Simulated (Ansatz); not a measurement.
# Cost of a DFT run on Bi₈Te₉

```yaml
crystal:
  lattice:
    - [2.2414276499, 1.294088857, 34.8960770322]
    - [-2.2414276499, 1.294088857, 34.8960770322]
    - [0.0, -2.588177714, 34.8960770322]
  atoms:
    - { symbol: Bi, position: [0.825388, 0.825388, 0.825388] }
    - { symbol: Bi, position: [0.11762, 0.11762, 0.11762] }
    - { symbol: Bi, position: [0.647499, 0.647499, 0.647499] }
    - { symbol: Bi, position: [0.587875, 0.587875, 0.587875] }
    - { symbol: Bi, position: [0.412125, 0.412125, 0.412125] }
    - { symbol: Bi, position: [0.352501, 0.352501, 0.352501] }
    - { symbol: Bi, position: [0.174612, 0.174612, 0.174612] }
    - { symbol: Bi, position: [0.88238, 0.88238, 0.88238] }
    - { symbol: Te, position: [0.70211, 0.70211, 0.70211] }
    - { symbol: Te, position: [0.532554, 0.532554, 0.532554] }
    - { symbol: Te, position: [0.937442, 0.937442, 0.937442] }
    - { symbol: Te, position: [0.29789, 0.29789, 0.29789] }
    - { symbol: Te, position: [0.467446, 0.467446, 0.467446] }
    - { symbol: Te, position: [0.765073, 0.765073, 0.765073] }
    - { symbol: Te, position: [0.0, 0.0, 0.0] }
    - { symbol: Te, position: [0.234927, 0.234927, 0.234927] }
    - { symbol: Te, position: [0.062558, 0.062558, 0.062558] }
kpoints:
  mp_grid: { grid: [9, 9, 9] }
scf:
  occupations: { method: fermi_dirac, width: 0.05 }
hamiltonian:
  xc: pbe
  pseudopotentials: { kind: paw }
output:
  forces: true
  stress: true
  populations: true
  efg: { quadrupole_moments_barn: { Bi: -0.516 }, contact_densities: true }
```

```sh
ansatz run input.yaml --threads 2 --pin off --max-ram 5120MiB --backend cpu --events-out ev --progress --plain --runs-dir out
```

It runs on 2 threads of Arm Neoverse N1 (aarch64; 36 cores open to the job, memory cap 5.0 GiB, no GPU), a shared host with a load of 0.9 a core.

(1) Estimate the wall time and the peak memory.

Answers

(1) About 15 min of wall time (30 min of CPU time) and 4.3 GiB. The run holds 264 valence electrons in 159 bands, about 11895 plane waves a k-point and 85 irreducible k-points, and took 11 SCF iterations. Times on a shared host vary by tens of per cent.
